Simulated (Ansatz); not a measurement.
Ge2Sb2Te5:
```
CELL_PARAMETERS angstrom
      6.88382     3.03172     0.00000
     -6.88382     3.03172     0.00000
     -6.82490     0.00000     6.89184
ATOMIC_POSITIONS crystal
  Ge 0.51684 0.48316 0.03652
  Ge 0.92086 0.07914 0.19923
  Sb 0.31839 0.68161 0.43176
  Sb 0.68651 0.31349 0.60011
  Te 0.18947 0.81053 0.58110
  Te 0.59355 0.40645 0.79474
  Te 0.98909 0.01091 0.98880
  Te 0.39833 0.60167 0.18867
  Te 0.78675 0.21325 0.37887
```

Relaxed with r²SCAN.

**Question.** Give the Bader charges and basin volumes of the independent atoms, r²SCAN (plane waves, PAW; program Ansatz).

**Answer.** 

```json
[
 {"atom": "Ge1", "Bader charge (e)": "+0.41", "Bader volume (Å³)": "21.7"},
 {"atom": "Ge2", "Bader charge (e)": "+0.42", "Bader volume (Å³)": "21.5"},
 {"atom": "Sb3", "Bader charge (e)": "+0.58", "Bader volume (Å³)": "26.3"},
 {"atom": "Sb4", "Bader charge (e)": "+0.59", "Bader volume (Å³)": "25.6"},
 {"atom": "Te5", "Bader charge (e)": "-0.36", "Bader volume (Å³)": "36.7"},
 {"atom": "Te6", "Bader charge (e)": "-0.40", "Bader volume (Å³)": "42.2"},
 {"atom": "Te7", "Bader charge (e)": "-0.42", "Bader volume (Å³)": "38.2"},
 {"atom": "Te8", "Bader charge (e)": "-0.42", "Bader volume (Å³)": "37.9"},
 {"atom": "Te9", "Bader charge (e)": "-0.40", "Bader volume (Å³)": "37.4"}
]
```

Space group Cm. The first step of the workflow began from a Materials Project structure, measured or hypothetical; the Crystallography Open Database copy checked does not list it. It is not the phase usual at ambient conditions (space group No. 164). Symmetry was held in the r²SCAN relaxation; whether a distortion lowers the energy is not shown. Scalar-relativistic: spin–orbit coupling is off unless named, which matters more the heavier the elements.

Potentials: the later of the program's two PAW sets.
